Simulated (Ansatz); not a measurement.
ReC in space group P-6m2 (No. 187; Re on 1a, C on 1f), the program Ansatz at the PBE level (PAW), all energies at zero smearing, with the estimated change up to a 700 eV cutoff added, with one set of potentials and settings (totals compare only within such a set). Cell of 2 atoms (1 Re, 1 C): -11119.810 eV.

```json
[
 {"element": "Re", "reference phase": "P6_3/mmc, 2 atoms in the cell", "E (eV/atom)": "-10869.3024"},
 {"element": "C", "reference phase": "P6_3/mmc, 4 atoms in the cell", "E (eV/atom)": "-250.9463"}
]
```

Formation energy per atom, worked out: (-11119.810 − 1×(-10869.3024) − 1×(-250.9463))/2 = 0.220 eV/atom (21 kJ per mol of atoms), at 0 K, without zero-point energy or fitted corrections.

A made-up cell: these elements were put on the sites of a structure type; the Crystallography Open Database copy checked does not list it. Whether it is the stable phase at ambient conditions was not checked. The cell was relaxed with PBE under the symmetry of its start; whether a distortion lowers the energy is not shown. No spin polarisation was allowed. The volume moved by 18 % from the start of the relaxation. Its formation energy is positive at this level, so the cell may be metastable or incomplete. The references are the lowest solids computed at this level, not always the standard phases. Scalar-relativistic: spin–orbit coupling is off unless named, which matters more the heavier the elements.

Potentials: the earlier of the program's two PAW sets.
